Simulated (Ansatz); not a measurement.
Si₂MoN₄:
```yaml
crystal:
  lattice:
    - [2.88713, 0.00000, 0.00000]
    - [-1.44356, 2.50033, 0.00000]
    - [0.00000, 0.00000, 20.83197]
  atoms:
    - { symbol: Mo, position: [0.33333, 0.66667, 0.25000] }
    - { symbol: Mo, position: [0.66667, 0.33333, 0.75000] }
    - { symbol: N, position: [0.66667, 0.33333, 0.30966] }
    - { symbol: N, position: [0.33333, 0.66667, 0.80966] }
    - { symbol: N, position: [0.33333, 0.66667, 0.69034] }
    - { symbol: N, position: [0.66667, 0.33333, 0.19034] }
    - { symbol: Si, position: [0.66667, 0.33333, 0.39283] }
    - { symbol: Si, position: [0.33333, 0.66667, 0.89283] }
    - { symbol: Si, position: [0.33333, 0.66667, 0.60717] }
    - { symbol: Si, position: [0.66667, 0.33333, 0.10717] }
    - { symbol: N, position: [0.00000, 0.00000, 0.41657] }
    - { symbol: N, position: [0.00000, 0.00000, 0.91657] }
    - { symbol: N, position: [0.00000, 0.00000, 0.58343] }
    - { symbol: N, position: [0.00000, 0.00000, 0.08343] }
```

Relaxed with r²SCAN+D4. Special points in fractions of this cell's reciprocal vectors: Γ (0.000, 0.000, 0.000); M (0.500, 0.000, 0.000); K (0.333, 0.333, 0.000); A (0.000, 0.000, 0.500); L (0.500, 0.000, 0.500); H (0.333, 0.333, 0.500).

Problem. List the band energies nearest the valence-band maximum at these points for r²SCAN+D4 (plane waves, PAW; program Ansatz).

Solution. In eV from the valence-band maximum; about four levels below and three above (degenerate sets whole), none deeper than 8.9 eV; points with the same levels are listed once.

| k | below | above |
|---|---|---|
| Γ | -2.77 -2.77 -2.77 -2.77 -2.29 -0.11 0.00 | 2.95 2.95 2.95 2.95 |
| M | -2.15 -2.15 -1.98 -1.13 -1.08 | 2.75 2.85 3.19 |
| K | -2.61 -2.30 -0.43 -0.39 | 1.84 1.84 4.34 4.34 |
| A | -2.52 -2.52 -0.05 -0.05 | 2.95 2.95 2.95 2.95 |
| L | -2.13 -2.13 -1.10 -1.10 | 2.79 2.79 3.21 3.21 |
| H | -2.40 -2.40 -0.41 -0.41 | 1.84 1.84 4.34 4.34 |

Space group P6_3/mmc. The start of the workflow was typed in or built on a structure type; neither database checked (COD, Materials Project) lists it. Its standing as an ambient phase is unchecked. The cell was relaxed with r²SCAN+D4 under the symmetry of its start; its stability against distortions is not shown here. The workflow began spin-polarised and lost its moments. Scalar-relativistic: spin–orbit coupling is off unless named, which matters more the heavier the elements.

Potentials: the later of the program's two PAW sets.
